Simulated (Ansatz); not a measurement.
A single-point calculation of a 12-atom cell of CaCd3F8 built on the fluorite structure (relaxed group Cmmm) with the PAW code Ansatz, at the level PBE0. The cell was relaxed beforehand with r2SCAN.

input.yaml:
```yaml
crystal:
  lattice:
    - [3.8216626725, -5.4017712101, 0.0]
    - [3.8216626725, 5.4017712101, 0.0]
    - [0.0, 0.0, 3.8173613037]
  atoms:
    - { symbol: Cd, position: [0.0, 0.5, 0.0] }
    - { symbol: F, position: [0.3759955432, 0.1256797814, 0.5] }
    - { symbol: F, position: [0.1256797814, 0.3759955432, 0.5] }
    - { symbol: Cd, position: [0.5, 0.5, 0.5] }
    - { symbol: F, position: [0.8743623526, 0.1256376474, 0.0] }
    - { symbol: F, position: [0.6248468183, 0.3751531817, 0.0] }
    - { symbol: Ca, position: [0.0, 0.0, 0.5] }
    - { symbol: F, position: [0.3751531817, 0.6248468183, 0.0] }
    - { symbol: F, position: [0.1256376474, 0.8743623526, 0.0] }
    - { symbol: Cd, position: [0.5, 0.0, 0.0] }
    - { symbol: F, position: [0.8743202186, 0.6240044568, 0.5] }
    - { symbol: F, position: [0.6240044568, 0.8743202186, 0.5] }
kpoints:
  mp_grid: { grid: [2, 2, 4] }
  band_path:
    path:
      - [0.0, 0.0, 0.0]
      - [-0.5, 0.5, 0.0]
      - [-0.3751331386, 0.6248668614, 0.0]
      - [0.3751331386, 0.3751331386, 0.0]
      - [0.0, 0.0, 0.5]
      - [0.3751331386, 0.3751331386, 0.5]
      - [-0.3751331386, 0.6248668614, 0.5]
      - [-0.5, 0.5, 0.5]
      - [0.0, 0.5, 0.0]
    npoints: 1
hamiltonian:
  xc: pbe0
scf:
  occupations: { method: fixed }
  n_extra_bands: 7
output:
  forces: true
  stress: true
  eigenvalues: true
```

It took 34 s on 1 × NVIDIA H100 80GB HBM3 with 2 threads of AMD EPYC 7R13 Processor (Zen 3), with other jobs on the host, load about 0.9 per core; peak host memory 2 GiB.

What the program printed (shortened):
```
Functional definition: PBE0
Crystal: 12 atoms, lattice volume = 157.609 Å³
Basis set: ecut = 420 eV, 3079 PW (Γ)
Bands: 70, of which v1, the nominal top of the filled ones, is band 63 counted from 1 (62 counted from 0)
Symmetry: 8 space group operations
Space group: Cmmm (ITA 65)
k-points: 9 of 16
[warm-up without exact exchange]
SCF iter   1: HF=-33056.189522 eV  Δρ=1.09e-3  dr2=1.02e-3
SCF iter   2: HF=-33056.190249 eV  Δρ=4.68e-4  dr2=1.30e-4
SCF 1 stopped early in 2 iterations: F = -33056.190515 eV  dr2 = 1.30e-4
[exact exchange on]
Exchange kernel: α = 0.2500, full range, Wigner–Seitz truncation, v(0) = 6351.4924 eV·Å³, q-mesh 2×2×4
SCF iter   1: HF=-33066.307601 eV  Δρ=1.05e-2  dr2=1.75e-1
preconditioner: auto → none  [insulator: Δε(μ)=6.592 eV  ℏωp=29.6 eV]
SCF iter   2: HF=-33066.258785 eV  Δρ=6.33e-3  dr2=2.56e-2
SCF iter   3: HF=-33066.316196 eV  Δρ=2.98e-3  dr2=1.11e-2
SCF iter   4: HF=-33066.312971 eV  Δρ=9.29e-4  dr2=1.07e-3
SCF iter   5: HF=-33066.315108 eV  Δρ=7.00e-4  dr2=5.78e-4
SCF iter   6: HF=-33066.314925 eV  Δρ=5.88e-5  dr2=6.38e-6
SCF 2 stopped early in 6 iterations: F = -33066.314924 eV  dr2 = 6.38e-6
hybrid outer 1: dexx = +7.448e-2 eV, tail = 1.97e-4 eV
SCF iter   1: HF=-33066.315766 eV  Δρ=8.23e-5  dr2=7.49e-6
SCF iter   2: HF=-33066.315766 eV  Δρ=3.00e-5  dr2=6.94e-7
SCF iter   3: HF=-33066.315768 eV  Δρ=1.78e-5  dr2=2.91e-7
SCF iter   4: HF=-33066.315768 eV  Δρ=7.51e-6  dr2=5.81e-8
SCF iter   5: HF=-33066.315768 eV  Δρ=2.24e-6  dr2=5.98e-9
SCF iter   6: HF=-33066.315768 eV  Δρ=1.80e-6  dr2=2.46e-9
SCF 3 converged in 6 iterations: F = -33066.315768 eV  dr2 = 2.46e-9
hybrid outer 2: dexx = +3.117e-6 eV, tail = 1.57e-7 eV, Δε = 3.91e-3 eV, ΔF = 8.79e-3 eV/Å
SCF iter   1: HF=-33066.315769 eV  Δρ=3.28e-6  dr2=8.15e-9
SCF iter   2: HF=-33066.315769 eV  Δρ=8.30e-7  dr2=6.80e-10
SCF 4 converged in 2 iterations: F = -33066.315769 eV  dr2 = 6.80e-10
hybrid outer 3: dexx = +3.272e-9 eV, tail = 1.68e-9 eV, Δε = 2.32e-4 eV, ΔF = 1.21e-4 eV/Å
hybrid SCF converged: 3 outer / 14 inner (+2 warm-up)
Free energy (F): -33066.315769 eV
Fermi energy:    3.822092 eV
--- Forces (eV/Å), atoms counted from 1 ---
  atom   1  Cd      0.00000      0.00000      0.00000
  atom   2  F     -0.00456      0.00402      0.00000
  atom   3  F     -0.00456    -0.00402      0.00000
  atom   4  Cd      0.00000      0.00000      0.00000
  atom   5  F       0.00000    -0.00925      0.00000
  atom   6  F       0.00000      0.00224      0.00000
  atom   7  Ca      0.00000      0.00000      0.00000
  atom   8  F       0.00000    -0.00224      0.00000
  atom   9  F       0.00000      0.00925      0.00000
  atom  10  Cd      0.00000      0.00000      0.00000
  atom  11  F       0.00456      0.00402      0.00000
  atom  12  F       0.00456    -0.00402      0.00000
--- Stress (GPa, compression-positive) ---
        1.420785       0.000000       0.000000
        0.000000       1.418247       0.000000
        0.000000       0.000000       1.433537
  P = ⅓ Tr σ = 1.4242 GPa (14.242 kbar)
```

bands.tsv, columns around the gap (it counts bands from 0):
```tsv
# k_distance	band_58	band_59	band_60	band_61	band_62	band_63	band_64	band_65	band_66
# fermi_ev = 3.822092
# [0, 0, 0] at k_distance = 0.000000
# [-0.5, 0.5, 0] at k_distance = 0.581586
# [-0.3751331386, 0.6248668614, 0] at k_distance = 0.786879
# [0.3751331386, 0.3751331386, 0] at k_distance = 1.499299
# [0, 0, 0.5] at k_distance = 2.527733
# [0.3751331386, 0.3751331386, 0.5] at k_distance = 3.144488
# [-0.3751331386, 0.6248668614, 0.5] at k_distance = 3.856909
# [-0.5, 0.5, 0.5] at k_distance = 4.062202
# [0, 0.5, 0] at k_distance = 5.026976
# levels_relative_to = fermi_ev
0.000	-0.539	-0.536	-0.506	-0.164	-0.141	6.513	10.210	10.686	11.934
0.582	-0.383	-0.370	-0.362	-0.338	-0.336	8.323	8.743	9.800	11.377
0.787	-0.457	-0.453	-0.370	-0.368	-0.337	8.509	8.535	9.628	11.726
1.499	-0.457	-0.453	-0.370	-0.368	-0.337	8.509	8.535	9.628	11.726
2.528	-0.581	-0.447	-0.380	-0.312	0.000	9.807	10.168	11.252	11.693
3.144	-0.524	-0.310	-0.227	-0.192	-0.169	10.318	10.631	10.710	11.597
3.857	-0.524	-0.310	-0.227	-0.192	-0.169	10.318	10.631	10.710	11.597
4.062	-0.533	-0.252	-0.204	-0.152	-0.093	10.207	10.626	10.808	12.024
5.027	-0.520	-0.520	-0.432	-0.411	-0.268	7.885	8.562	10.544	11.569
```
In order the rows are Γ, Y, C₀, Σ₀, Z, A₀, E₀, T, S.

With PBE0 the valence top lies at Z and the conduction bottom at Γ, 6.51 eV higher; the smallest vertical gap, at Γ, is 6.65 eV. The gap is the least over the mesh and the extra points. The mean pressure is +1.4 GPa (compression positive), so PBE0 would enlarge the cell's volume. (The program warns that its thresholds are loose for a hybrid's stress.)

All values are calculated for a non-magnetic cell, which may be hypothetical.

The runs are scalar-relativistic, without spin-orbit coupling.

The meshes of the hybrids are coarse, so their gaps aren't converged to the digits shown.
